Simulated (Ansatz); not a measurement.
Relaxed-ion elastic tensor of Au (fcc (Cu type), space group No. 225) in GPa (Voigt order), plane-wave PAW LDA (Ansatz code); density 19.75 g/cm³, 16.56 Å³ per atom.

|  | 1 | 2 | 3 | 4 | 5 | 6 |
|---|---|---|---|---|---|---|
| 1 | 214 | 186 | 186 | 0.0 | 0.0 | 0.0 |
| 2 | 186 | 214 | 186 | 0.0 | 0.0 | 0.0 |
| 3 | 186 | 186 | 214 | 0.0 | 0.0 | 0.0 |
| 4 | 0.0 | 0.0 | 0.0 | 37.5 | 0.0 | 0.0 |
| 5 | 0.0 | 0.0 | 0.0 | 0.0 | 37.5 | 0.0 |
| 6 | 0.0 | 0.0 | 0.0 | 0.0 | 0.0 | 37.5 |

Problem. Is the crystal mechanically stable?

Solution. Yes: the smallest eigenvalue of C is 28.1 GPa.

Problem. Work out the Voigt, Reuss and Hill averages.

Solution. K_V = 195, K_R = 195, K_H = 195; G_V = 28.1, G_R = 22.5, G_H = 25.3 GPa.

Problem. Give Young's modulus, Poisson's ratio, Pugh's ratio and the universal anisotropy index.

Solution. E = 9KG/(3K + G) = 72.7 GPa; ν = 0.44; K/G = 7.72 (ductile by the Pugh limit of 1.75); A_U = 5G_V/G_R + K_V/K_R − 6 = 1.25.

Problem. Estimate the sound speeds and the Debye temperature.

Solution. v_l = √((K + 4G/3)/ρ) = 3410 m/s, v_t = √(G/ρ) = 1130 m/s, mean 1290 m/s; Θ = (h/k)(3n/4πV)^(1/3) v_m = 150 K.

Problem. Give the Zener ratio and Young's modulus along [100], [110] and [111].

Solution. A = 2C44/(C11 − C12) = 2.67; 1/E = S11 − 2(S11 − S12 − S44/2)Γ with Γ = 0, 1/4, 1/3 gives 41.1, 75.9, 106 GPa.

Problem. Solve the Christoffel equation for the three sound speeds along [100], [110], [111].

Solution. Eigenvalues of C_ijkl n_j n_l equal ρv². In km/s, slowest first: [100] 1.38, 1.38, 3.29; [110] 0.84, 1.38, 3.47; [111] 1.05, 1.05, 3.52.

Space group Fm-3m (fcc (Cu type)). The LDA relaxation kept the symmetry of its start; phonons on a q-mesh show no instability. As this level gives no gap, shear constants depend on the k-mesh and smearing (Fermi–Dirac, 0.1 eV here). Spin–orbit coupling is left out wherever it is not named.

Potentials: the earlier of the program's two PAW sets.
